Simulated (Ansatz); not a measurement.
An elastic tensor (GPa, Voigt order, standard axes) from plane-wave PAW LDA (Ansatz code):

|  | 1 | 2 | 3 | 4 | 5 | 6 |
|---|---|---|---|---|---|---|
| 1 | 72.5 | 34.7 | 44.8 | 0.0 | 0.0 | 0.0 |
| 2 | 34.7 | 72.5 | 44.8 | 0.0 | 0.0 | 0.0 |
| 3 | 44.8 | 44.8 | 58.1 | 0.0 | 0.0 | 0.0 |
| 4 | 0.0 | 0.0 | 0.0 | 5.4 | 0.0 | 0.0 |
| 5 | 0.0 | 0.0 | 0.0 | 0.0 | 5.4 | 0.0 |
| 6 | 0.0 | 0.0 | 0.0 | 0.0 | 0.0 | 9.2 |

### Question
Which compound is it?
(A) LaOF, P4/nmm (La on 2c, O on 2b, F on 2a)
(B) In, body-centred tetragonal
(C) SrZrO3, P4mm (Sr on 1b, Zr on 1a, O on 1a, O on 2c)
(D) OsO2, rutile

### Answer
B, In, body-centred tetragonal

Space group I4/mmm (body-centred tetragonal). Symmetry was held in the LDA relaxation. As this level gives no gap, shear constants depend on the k-mesh and smearing (Fermi–Dirac, 0.1 eV here).

Potentials: the later of the program's two PAW sets.
